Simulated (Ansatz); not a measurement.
# Structures of K₂Ir: which is lowest?

Plane-wave DFT in Ansatz with scalar-relativistic PAW potentials, cutoff 420 eV, Γ-centred meshes chosen by cell and gap, Gaussian smearing with energies taken to zero width. Every cell was relaxed (cell and atoms) in a run of its own, within the symmetry of its start. Functional: PBE.

Relaxed structures (starts from databases or built by putting these elements on another compound's sites):
A. I4_1/amd, 6 atoms in the computed cell, a = 6.318 Å, c = 15.125 Å; sites (symmetry × multiplicity) K 2mm. × 8, Ir -4m2 × 4; start: built
B. Fm-3m, 3 atoms in the computed cell, a = 7.779 Å; sites (symmetry × multiplicity) K -43m × 8, Ir m-3m × 4; start: built

Q: Rank them by energy. Could pressure change the order?

A:
| structure | group | E − E(lowest) (meV/atom) | V (Å³/atom) | gap on mesh (eV) |
| --- | --- | --- | --- | --- |
| B | Fm-3m | 0.0 | 39.23 | 0.00 |
| A | I4_1/amd | 86 | 50.31 | 0.00 |

B is lowest, 86 meV/atom under A. The lowest is also the densest of these, so pressure wouldn't bring one of the others in at first order. Other structures may lie lower than all of these, and vibrations aren't counted.

Spin-orbit coupling is left out, which matters for the bands of heavy elements.